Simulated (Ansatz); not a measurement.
## How much do the gradients of BN depend on the method?

Cell: an entry of the Crystallography Open Database (COD), whose atoms a relaxation with PBE at fixed cell left in place.

```
CELL_PARAMETERS angstrom
2.49824 0.00000 0.00000
-1.24912 2.16354 0.00000
0.00000 0.00000 6.63570
ATOMIC_POSITIONS crystal
B 0.33333 0.66667 0.25000
B 0.66667 0.33333 0.75000
N 0.33333 0.66667 0.75000
N 0.66667 0.33333 0.25000
```

Atom numbers follow the list; atoms alike are taken as one site, whose name carries the number of the first.

First run. Computed with Ansatz: DFT, PBE, plane waves and PAW, scalar-relativistic, 420 eV cutoff, Γ-centred 14×14×5 k-points, Fermi–Dirac smearing 0.02 eV.

| site | atom | V_zz (10²¹ V/m²) | η |
| --- | --- | --- | --- |
| B | 1 | 2.83 | 0.00 |
| N | 3 | -0.26 | 0.00 |

Second run. The same atoms and settings, except that the functional is LDA.

Q: What does the second run give?

A: 

```json
{"site": "B", "atom": "1", "V_zz": "2.86", "η": "0.00", "change of V_zz": "+0.03"}
{"site": "N", "atom": "3", "V_zz": "0.14", "η": "0.00", "change of V_zz": "+0.40"}
```

The largest change of V_zz is on N, from -0.26 to 0.14. In per cent, |V_zz| changes by +1 on B (all sites that start above 0.5). V_zz changes sign on N (same axis).

For the first run: At this cell the PBE pressure is 5 GPa, so with PBE the cell would grow if it were relaxed.
